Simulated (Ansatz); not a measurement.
BaTe:
```xyz
2
Lattice="0.0000 3.5323 3.5323 3.5323 0.0000 3.5323 3.5323 3.5323 0.0000" Properties=species:S:1:pos:R:3 pbc="T T T"
Ba     0.0000     0.0000     0.0000
Te     3.5323     3.5323     3.5323
```

Tensor components refer to the Cartesian frame of this cell.

### Question
Give the high-frequency dielectric tensor and the Born effective charge tensors of the independent atoms from DFPT, plane-wave PAW PBE (Ansatz code).

### Answer

ε∞:
```
5.90  0.00  0.00
0.00  5.90  0.00
0.00  0.00  5.90
```
Z* of atom 1 (Ba), rows: field, columns: displacement, in e:
```
2.58  0.00  0.00
0.00  2.58  0.00
0.00  0.00  2.58
```
Z* of atom 2 (Te), rows: field, columns: displacement, in e:
```
-2.58   0.00   0.00
 0.00  -2.58   0.00
 0.00   0.00  -2.58
```

Static charges for comparison (Bader): Ba1 +1.36, Te2 -1.36 e. Born charges measure polarisation by displacement and can exceed these by far.

Space group Fm-3m (rock salt). The PBE relaxation kept the symmetry of its start; of distortions, only those at the zone centre were tested. Scalar-relativistic: spin–orbit coupling is off unless named, which matters more the heavier the elements.

Potentials: the later of the program's two PAW sets.
